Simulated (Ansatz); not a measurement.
Input and command of a calculation in Ansatz (plane waves; scalar-relativistic PAW potentials unless the input names others):

```yaml
crystal:
  lattice:
    - [0.0, 4.0909949548, 4.0909949548]
    - [4.0909949548, 0.0, 4.0909949548]
    - [4.0909949548, 4.0909949548, 0.0]
  atoms:
    - { symbol: Na, position: [0.25, 0.25, 0.25] }
    - { symbol: Na, position: [0.75, 0.75, 0.75] }
    - { symbol: Co, position: [0.0, 0.0, 0.0], spin: 0.56 }
    - { symbol: Zn, position: [0.5, 0.5, 0.5] }
    - { symbol: F, position: [0.1855768, 0.1855768, 0.8144232] }
    - { symbol: F, position: [0.1855768, 0.8144232, 0.8144232] }
    - { symbol: F, position: [0.8144232, 0.8144232, 0.1855768] }
    - { symbol: F, position: [0.1855768, 0.8144232, 0.1855768] }
    - { symbol: F, position: [0.8144232, 0.1855768, 0.8144232] }
    - { symbol: F, position: [0.8144232, 0.1855768, 0.1855768] }
basis:
  ecutwfc: "18.4 Ry"
  ecutrho_ratio: 8
kpoints:
  mp_grid: { grid: [8, 8, 8] }
hamiltonian:
  xc: pbesol
scf:
  occupations: { method: gaussian, width: 0.1 }
output:
  forces: true
  eigenvalues: true
  stress: true
magnetization:
  spin_polarized: true
```

```bash
ansatz run input.yaml --threads 2 --pin off --max-ram 3584MiB --backend cpu --events-out ev --progress --plain --runs-dir out
```

Abridged log:
```
Warning: basis.ecutwfc = 250.34475346 eV is below the records' recommended 420 eV, and the density's cutoff is lower with it unless basis.ecutrho_ratio is high enough to keep the records' density cutoff: compare with a run at a higher cutoff
Pseudopotentials: kind: paw
Pseudopotential: Na, paw, valence charge 9, recommended cutoff 420 eV (normal)
Pseudopotential: Co, paw, valence charge 17, recommended cutoff 420 eV (normal)
Pseudopotential: Zn, paw, valence charge 12, recommended cutoff 420 eV (normal)
Pseudopotential: F, paw, valence charge 7, recommended cutoff 420 eV (normal)
Functional definition: PBEsol
Crystal: 10 atoms, lattice volume = 136.936 Å³
Basis set: ecut = 250.34475346 eV, 1243 PW (Γ), exchange–correlation on 90×90×90 points (8 copies of the dense FFT grid, shifted against one another)
Bands: 55, of which v1, the nominal top of the filled ones, is band 45 counted from 1 (44 counted from 0)
Symmetry: 48 space group operations
Space group: Fm-3m (ITA 225), of the structure as read, at distance tolerance 5.2e-5 Å
Magnetic group: BNS 225.116 (UNI 1618), of the structure as read, at distance tolerance 5.2e-5 Å
k-points: 29 of 512
Initial density: superposition of atomic densities (chi_scale 0.1, normalization cell, long waves kept (reshape's long-wave potential 0.12 eV rms))
Starting moments: Σ|m| = 0.56 μB on 1 of 10 sites
Initial wavefunctions: pseudopotential atomic-orbital guess
Functional: x = pbesol(κ = 0.804, μ = 0.12345679), c = pbesol(β = 0.046)
SCF iter   1: F=—  HF=-16102.169698 eV  |F-HF|=—  |Δ(HF+E_count)|=         —  Δρ=9.64e-2 (↑9.63e-2 ↓9.64e-2) dr2=3.99e1  dr2_m=6.22e-1  M=1.000 μB ∫|m|=1.210 μB  β_m=0.30  ethr=3.10e-3  ⟨swp⟩=5.5  Hψ=11423  notcnv=0  defer=2
Mixer restart at iter 1: flushing history
spin=Collinear: Kerker preconditioning applied to the charge; magnetization (m = ρ↑ − ρ↓) channel mixes plain (no charge-response kernel on spin).
SCF iter   2: F=—  HF=-16095.010214 eV  |F-HF|=—  |Δ(HF+E_count)|=    7.16e0  Δρ=5.91e-2 (↑5.91e-2 ↓5.17e-2) dr2=1.44e1  dr2_m=1.78e-1  M=1.000 μB ∫|m|=1.077 μB  β_m=0.48  ethr=3.10e-3  ⟨swp⟩=2.1  Hψ=6027  notcnv=0  defer=198
SCF iter   3: F=—  HF=-16096.492613 eV  |F-HF|=—  |Δ(HF+E_count)|=    1.48e0  Δρ=1.71e-2 (↑1.71e-2 ↓1.65e-2) dr2=2.21e0  dr2_m=1.64e-3  M=0.950 μB ∫|m|=0.978 μB  β_m=0.59  ethr=3.10e-3  ⟨swp⟩=2.6  Hψ=6471  notcnv=0  defer=196
SCF iter   4: F=—  HF=-16096.258642 eV  |F-HF|=—  |Δ(HF+E_count)|=   2.34e-1  Δρ=3.59e-2 (↑7.27e-3 ↓3.59e-2) dr2=1.77e0  dr2_m=4.19e-1  M=0.471 μB ∫|m|=0.493 μB  β_m=0.61  ethr=2.49e-3  ⟨swp⟩=2.0  Hψ=4079  notcnv=0  defer=206
SCF iter   5: F=—  HF=-16096.177161 eV  |F-HF|=—  |Δ(HF+E_count)|=   8.15e-2  Δρ=7.07e-3 (↑7.07e-3 ↓4.99e-3) dr2=1.22e-1  dr2_m=1.51e-2  M=0.597 μB ∫|m|=0.612 μB  β_m=0.70  ethr=1.99e-3  ⟨swp⟩=2.0  Hψ=4277  notcnv=0  defer=199
SCF iter   6: F=—  HF=-16096.163411 eV  |F-HF|=—  |Δ(HF+E_count)|=   1.37e-2  Δρ=1.21e-2 (↑2.38e-3 ↓1.21e-2) dr2=1.79e-1  dr2_m=4.33e-2  M=0.726 μB ∫|m|=0.739 μB  β_m=0.70  ethr=1.37e-4  ⟨swp⟩=2.0  Hψ=5231  notcnv=0  defer=196
SCF iter   7: F=—  HF=-16096.182673 eV  |F-HF|=—  |Δ(HF+E_count)|=   1.93e-2  Δρ=5.99e-3 (↑1.38e-3 ↓5.99e-3) dr2=6.24e-2  dr2_m=8.81e-3  M=0.713 μB ∫|m|=0.726 μB  β_m=0.85  ethr=1.37e-4  ⟨swp⟩=1.8  Hψ=3397  notcnv=0  defer=196
SCF iter   8: F=—  HF=-16096.189395 eV  |F-HF|=—  |Δ(HF+E_count)|=   6.72e-3  Δρ=7.01e-4 (↑7.01e-4 ↓5.52e-4) dr2=2.80e-3  dr2_m=2.11e-5  M=0.691 μB ∫|m|=0.704 μB  β_m=0.86  ethr=7.01e-5  ⟨swp⟩=2.0  Hψ=3650  notcnv=0  defer=196
   ...
SCF iter  11: F=—  HF=-16096.189960 eV  |F-HF|=—  |Δ(HF+E_count)|=   5.78e-5  Δρ=1.05e-4 (↑7.01e-5 ↓1.05e-4) dr2=7.57e-6  dr2_m=7.75e-6  M=0.715 μB ∫|m|=0.728 μB  β_m=0.98  ethr=4.13e-7  ⟨swp⟩=2.0  Hψ=3384  notcnv=0  defer=196
SCF iter  12: F=—  HF=-16096.189929 eV  |F-HF|=—  |Δ(HF+E_count)|=   3.16e-5  Δρ=1.67e-4 (↑4.07e-5 ↓1.67e-4) dr2=3.50e-5  dr2_m=9.81e-6  M=0.724 μB ∫|m|=0.738 μB  β_m=0.98  ethr=8.51e-9  ⟨swp⟩=2.0  Hψ=5780  notcnv=0  defer=196
SCF iter  13: F=—  HF=-16096.189958 eV  |F-HF|=—  |Δ(HF+E_count)|=   2.90e-5  Δρ=1.07e-4 (↑2.71e-5 ↓1.07e-4) dr2=1.32e-5  dr2_m=4.63e-6  M=0.739 μB ∫|m|=0.753 μB  β_m=0.99  ethr=8.51e-9  ⟨swp⟩=2.0  Hψ=5565  notcnv=0  defer=196
SCF iter  14: F=—  HF=-16096.189964 eV  |F-HF|=—  |Δ(HF+E_count)|=   6.04e-6  Δρ=2.61e-5 (↑1.45e-5 ↓2.61e-5) dr2=1.77e-6  dr2_m=1.17e-7  M=0.748 μB ∫|m|=0.762 μB  β_m=1.00  ethr=8.51e-9  ⟨swp⟩=2.5  Hψ=4873  notcnv=0  defer=196
SCF iter  15: F=—  HF=-16096.189964 eV  |F-HF|=—  |Δ(HF+E_count)|=   6.21e-7  Δρ=8.39e-6 (↑5.70e-6 ↓8.39e-6) dr2=2.22e-7  dr2_m=2.08e-8  M=0.748 μB ∫|m|=0.763 μB  β_m=0.92  ethr=1.99e-9  ⟨swp⟩=2.1  Hψ=4200  notcnv=0  defer=196
SCF iter  16: F=—  HF=-16096.189964 eV  |F-HF|=—  |Δ(HF+E_count)|=   4.43e-8  Δρ=6.42e-6 (↑2.97e-6 ↓6.42e-6) dr2=9.17e-8  dr2_m=1.16e-8  M=0.749 μB ∫|m|=0.763 μB  β_m=0.96  ethr=2.49e-10  ⟨swp⟩=2.5  Hψ=5123  notcnv=0  defer=196
SCF iter  17: F=—  HF=-16096.189964 eV  |F-HF|=—  |Δ(HF+E_count)|=   1.44e-8  Δρ=1.90e-6 (↑1.64e-6 ↓1.90e-6) dr2=1.63e-8  dr2_m=1.55e-9  M=0.749 μB ∫|m|=0.764 μB  β_m=0.98  ethr=1.03e-10  ⟨swp⟩=1.6  Hψ=3506  notcnv=0  defer=196
SCF iter  18: F=-16096.189964 eV  HF=-16096.189964 eV  |F-HF|=1.06e-8  |Δ(HF+E_count)|=   9.44e-9  Δρ=2.58e-6 (↑1.39e-6 ↓2.58e-6) dr2=1.37e-8  dr2_m=1.34e-9  M=0.749 μB ∫|m|=0.764 μB  ethr=1.83e-11  ⟨swp⟩=7.3  Hψ=10568  notcnv=0
SCF 1 converged in 18 iterations: F = -16096.189964 eV  dr2 = 1.37e-8
SCF converged after 18 iterations
Magnetization: 0.7493 μB (44.8746 up, 44.1254 down)
Absolute magnetization: 0.7579 μB (∫|ρ↑−ρ↓|, with the PAW one-centre terms)
Spin contamination: 0.0030 ħ² per cell (⟨S²⟩ above its minimum at these occupations)
Per-site moments (μB) at R_I (Å): [(0.00069613, 1.21291588), (0.00069613, 1.21291588), (0.40555380, 0.62633484), (0.05183070, 1.06120057), (0.02003875, 0.62633484), (0.02003875, 0.62633484), (0.02003875, 0.62633484), (0.02003875, 0.62633484), (0.02003875, 0.62633484), (0.02003875, 0.62633484)]
Free energy (F): -16096.189964 eV
Harris-Foulkes:  -16096.189964 eV  (|F-HF|=1.06e-8)
Internal energy: -16096.136613 eV  (E = F + TS)
E sigma→0 (E₀):  -16096.163288 eV
Entropy (-TS):   -0.053352 eV (-5.335 meV/atom)
Fermi energy:    4.826406 eV
--- Forces (eV/Å), atoms counted from 1 ---
  atom   1  Na     0.00000000     0.00000000     0.00000000
  atom   2  Na     0.00000000     0.00000000     0.00000000
  atom   3  Co     0.00000000     0.00000000     0.00000000
  atom   4  Zn     0.00000000     0.00000000     0.00000000
  atom   5  F      0.00000000     0.00000000    14.64666957
  atom   6  F    -14.64666957     0.00000000     0.00000000
  atom   7  F      0.00000000     0.00000000   -14.64666957
  atom   8  F      0.00000000    14.64666957     0.00000000
  atom   9  F      0.00000000   -14.64666957     0.00000000
  atom  10  F     14.64666957     0.00000000     0.00000000
--- Stress (GPa, compression-positive) ---
       48.805166       0.000000       0.000000
        0.000000      48.805166       0.000000
        0.000000       0.000000      48.805166
  P = ⅓ Tr σ = 48.8052 GPa (488.052 kbar)
```

Apart from outputs and empty bands, the input differs from a reference run on usual settings in basis.ecutwfc: 420 → "18.4 Ry"; basis.ecutrho_ratio: not typed → 8. The reference, at the same geometry (not necessarily relaxed), gave pressure 49.69 GPa, largest force 14.469 eV/Å, no gap on the mesh. This run converged in 18 SCF iterations (reference: 18) with an energy at zero smearing 2.4 eV/atom above the reference's, pressure 48.81 GPa, largest force 14.647 eV/Å, no gap on the mesh. Its cutoff is looser than usual, and the result moved.

Moments start parallel, and another magnetic order may lie lower. No Hubbard U is used, which oxides and halides of open 3d shells often need for their gap.

It took 20 s on 2 threads of AMD EPYC (Zen 3), with other jobs on the host, peak memory 0.6 GiB.